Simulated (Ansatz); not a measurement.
## Data sheet: Ta (DFT)

Ta:
```cif
data_Ta2
_chemical_formula_sum 'Ta2'
_space_group_name_H-M_alt 'P 1'
_space_group_IT_number 1
_cell_length_a 2.86856
_cell_length_b 2.86856
_cell_length_c 5.08334
_cell_angle_alpha 90.000
_cell_angle_beta 90.000
_cell_angle_gamma 120.000
loop_
_space_group_symop_operation_xyz
  'x, y, z'
loop_
_atom_site_label
_atom_site_type_symbol
_atom_site_fract_x
_atom_site_fract_y
_atom_site_fract_z
_atom_site_occupancy
Ta1 Ta 0.33333 0.66667 0.75000 1
Ta2 Ta 0.66667 0.33333 0.25000 1
```

Space group P6_3/mmc (No. 194), hcp (Mg type); conventional cell a = 2.8686 Å, b = 2.8686 Å, c = 5.0833 Å, α = 90.00°, β = 90.00°, γ = 120.00°.

Method: the program Ansatz at the PBEsol level (PAW). The cell and atoms are relaxed at this level. Other levels are named where they apply.

### Cell and energy

```
Property               Value
---------------  -----------
Volume per atom     18.11 Å³
Density          16.59 g/cm³
```

### Electronic structure

```
Property                                                                    Value
------------------------------------  -------------------------------------------
Electronic character                                            metallic (no gap)
Density of states at the Fermi level  1.3 states/eV per atom (mean over ±0.08 eV)
Gap with spin–orbit coupling                                      none (metallic)
```

### Mechanics

```
Quantity                             Result
----------------------------------  -------
Bulk modulus (Birch–Murnaghan fit)  199 GPa
Pressure derivative B′                  3.7
```

### Phonons

```
Item                                                     Value
-----------------------------  -------------------------------
Highest zone-centre frequency                         192 cm⁻¹
Zone-centre stability          unstable, softest mode 62i cm⁻¹
```

The start of the workflow was typed in or built on a structure type; the Crystallography Open Database copy checked does not list it. It is not the phase usual at ambient conditions (space group No. 229). The PBEsol relaxation kept the symmetry of its start. The run is not spin-polarised. As this level gives no gap, phonon frequencies hold no LO–TO term and depend on the k-mesh and smearing (Fermi–Dirac, 0.1 eV here). Axis ratios of metals converge slowly with the k-mesh, so a and c are less sure than the volume. On the denser mesh and wider smearing of the elastic run this cell carries a stress of 0.5 GPa. Scalar-relativistic: spin–orbit coupling is off unless named, which matters more the heavier the elements.

Potentials: the earlier of the program's two PAW sets. The files were generated under PBE; for other functionals the program regenerates the frozen cores, and for LDA and PBEsol the local potential too.
